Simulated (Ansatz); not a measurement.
In r²SCAN (plane waves, PAW; program Ansatz), ScSnCN in the trigonal phase (P3m1; Sc on 1b, Sn on 1c, C on 1b, N on 1c) relaxes to a = 3.584 Å, c = 5.463 Å. Sn has 4 nearest neighbours from 2.15 Å (tetrahedral); N has 4 nearest neighbours from 2.12 Å (tetrahedral). Its formation energy from the elements is -0.47 eV/atom, with no fitted shifts.

It is gapped at this level: 2.18 eV (direct). The valence maximum lies at Γ and the conduction minimum at Γ. HSE06 on the same cell gives 2.76 eV. Gap from r²SCAN with spin–orbit coupling: 2.14 eV. Electrons at the band edge weigh 0.15, 0.15, 0.58 mₑ (principal values).

The start of the workflow was typed in or built on a structure type; neither database checked (COD, Materials Project) lists it. Its standing as an ambient phase is unchecked. The r²SCAN relaxation kept the symmetry of its start; its stability against distortions is not shown here. The run is not spin-polarised. The references are the lowest solids computed at this level, not always the standard phases (solids in place of the gases). Scalar-relativistic: spin–orbit coupling is off unless named, which matters more the heavier the elements.

Potentials: the earlier of the program's two PAW sets.
